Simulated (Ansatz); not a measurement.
Y$_{2}$Au:
```
CELL_PARAMETERS angstrom
      7.14709     0.00000     0.00000
      0.00000     4.97883     0.00000
      0.00000     0.00000     8.91693
ATOMIC_POSITIONS crystal
  Y  0.14601 0.25000 0.08342
  Y  0.85399 0.75000 0.91658
  Y  0.35399 0.75000 0.58342
  Y  0.64601 0.25000 0.41658
  Y  0.48797 0.75000 0.17348
  Y  0.51203 0.25000 0.82652
  Y  0.01203 0.25000 0.67348
  Y  0.98797 0.75000 0.32652
  Au 0.74318 0.25000 0.09664
  Au 0.25682 0.75000 0.90336
  Au 0.75682 0.75000 0.59664
  Au 0.24318 0.25000 0.40336
```

Relaxed with r²SCAN. Special points in fractions of this cell's reciprocal vectors: Γ (0.000, 0.000, 0.000); X (0.500, 0.000, 0.000); S (0.500, 0.500, 0.000); Y (0.000, 0.500, 0.000); Z (0.000, 0.000, 0.500); U (0.500, 0.000, 0.500); R (0.500, 0.500, 0.500); T (0.000, 0.500, 0.500).

List the band energies nearest the Fermi level at these points for the program Ansatz at the r²SCAN level (PAW).

In eV from the Fermi level; about four levels below and three above (degenerate sets whole), none deeper than 8.9 eV; points with the same levels are listed once.

```json
[
 {"k": "Γ", "below": "-0.77 -0.70 -0.64 -0.54", "above": "0.18 0.42 0.84"},
 {"k": "X", "below": "-0.72 -0.72 -0.33 -0.33", "above": "0.10 0.10 0.89 0.89"},
 {"k": "S", "below": "-0.06 -0.06 -0.06 -0.06", "above": "1.12 1.12 1.12 1.12"},
 {"k": "Y", "below": "-0.69 -0.69 -0.46 -0.46", "above": "0.05 0.05 0.37 0.37"},
 {"k": "Z", "below": "-1.13 -1.13 -0.82 -0.82", "above": "0.26 0.26 0.57 0.57"},
 {"k": "U", "below": "-0.12 -0.12 -0.03 -0.03", "above": "1.30 1.30 1.35 1.35 1.35 1.35"},
 {"k": "R", "below": "-0.38 -0.38 -0.38 -0.38", "above": "0.11 0.11 0.11 0.11"},
 {"k": "T", "below": "-0.36 -0.36 -0.17 -0.17", "above": "0.11 0.11 0.21 0.21"}
]
```

Space group Pnma. The workflow started from a Materials Project entry (that database holds measured and hypothetical structures alike); the Crystallography Open Database files this formula in space group No. 62, but the cells were not matched. Whether it is the stable phase at ambient conditions was not checked. Symmetry was held in the r²SCAN relaxation; whether a distortion lowers the energy is not shown. No spin polarisation was allowed. Spin–orbit coupling is left out wherever it is not named.

Potentials: the later of the program's two PAW sets.
